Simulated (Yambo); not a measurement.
## SnO: sweep of GW parameters

G0W0@LDA for SnO (space group P4/nmm, No. 129) in Yambo. Reference settings: 4×4×4 Γ-centred k mesh, 138 bands and a 8 Ry block in the screening, 138 bands in G with the Bruneval-Gonze terminator, plasmon pole fitted at 27.2 eV. The LDA gap Γ → M on this mesh is 0.23 eV; G0W0 gaps are taken between the same points.

| change from the reference | G0W0 gap Γ → M (eV) | shift of the valence edge (eV) | rough Yambo cost |
|---|---|---|---|
| reference settings | 0.56 | -0.23 | 1 |
| 79 bands in W, 79 bands in G | 0.52 | -0.08 | about 1/3 |
| 37 bands in W, 37 bands in G, 5 Ry block | 0.52 | 0.27 | about 1/8 |
| 79 bands in W, 79 bands in G, 6 Ry block | 0.47 | -0.05 | about 1/5 |
| 79 bands in W, 79 bands in G, 3 Ry block | 0.36 | 0.04 | about 1/4 |
| 55 bands in W, 55 bands in G, 2 Ry block | 0.39 | 0.12 | about 1/4 |
| 108 bands in W, 108 bands in G, 2 Ry block | 0.37 | -0.01 | about 1/4 |
| 55 bands in W, 55 bands in G, 3 Ry block | 0.38 | 0.13 | about 1/4 |
| 79 bands in W, 79 bands in G, 2 Ry block | 0.37 | 0.04 | about 1/4 |
| 108 bands in W, 108 bands in G, 5 Ry block | 0.47 | -0.12 | about 1/3 |
| 2 Ry block | 0.38 | -0.03 | within a factor of two |
| 6 Ry block | 0.50 | -0.18 | within a factor of two |
| 4×4×2 mesh | 0.54 | -0.20 | about 1/3 |
| 37 bands in W, 37 bands in G, 3 Ry block, no terminator | 0.40 | 0.52 | about 1/8 |
| 55 bands in W, 55 bands in G, 3 Ry block, no terminator | 0.30 | 0.31 | about 1/4 |

The reference isn't shown to be the converged limit. Costs are rough (shared machines), scaled to the same edge states, and given only for runs that recompute the screening.

Spin-orbit splittings are left out.

The standard potential for Sn keeps a d shell in the valence without the s and p states of that shell. In tests on such compounds this moved G0W0 gaps by up to about 0.9 eV, so absolute quasiparticle energies here are unreliable; differences between settings are what counts.

Geometry of the Materials Project entry, not relaxed at this level; primitive cell a = b = 3.8137 Å, c = 4.8869 Å, α = β = γ = 90.00°.

A shift is the quasiparticle energy of the state minus its LDA energy.

The distance between layers or molecules is the database entry's, not relaxed here. Functionals without dispersion can leave it too large, which widens gaps and weakens the response across layers: the numbers belong to this cell.
